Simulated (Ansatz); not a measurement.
Here is the system:

Zr:
```cif
data_Zr3
_chemical_formula_sum 'Zr3'
_space_group_name_H-M_alt 'P6/mmm'
_space_group_IT_number 191
_space_group_name_Hall '-P 6 2'
_cell_length_a 5.03763
_cell_length_b 5.03763
_cell_length_c 3.15848
_cell_angle_alpha 90.000
_cell_angle_beta 90.000
_cell_angle_gamma 120.000
loop_
_atom_site_label
_atom_site_type_symbol
_atom_site_symmetry_multiplicity
_atom_site_Wyckoff_symbol
_atom_site_fract_x
_atom_site_fract_y
_atom_site_fract_z
_atom_site_occupancy
Zr1 Zr 1 a 0.00000 0.00000 0.00000 1
Zr2 Zr 2 d 0.33333 0.66667 0.50000 1
```

This is the r²SCAN-relaxed structure.

Task: All from the program Ansatz at the r²SCAN level (PAW), unless another level is named. Estimate the density of states at the Fermi level.

Result: 0.81 states/eV per atom (mean over ±0.08 eV).

Task: Predict the gap with spin–orbit coupling.

Result: none (metallic).

This is a known high-pressure phase of the composition, computed here at zero pressure and temperature. The cell was relaxed with r²SCAN under the symmetry of its start; its stability against distortions is not shown here. No spin polarisation was allowed. Spin–orbit coupling is left out wherever it is not named.

Potentials: the later of the program's two PAW sets.
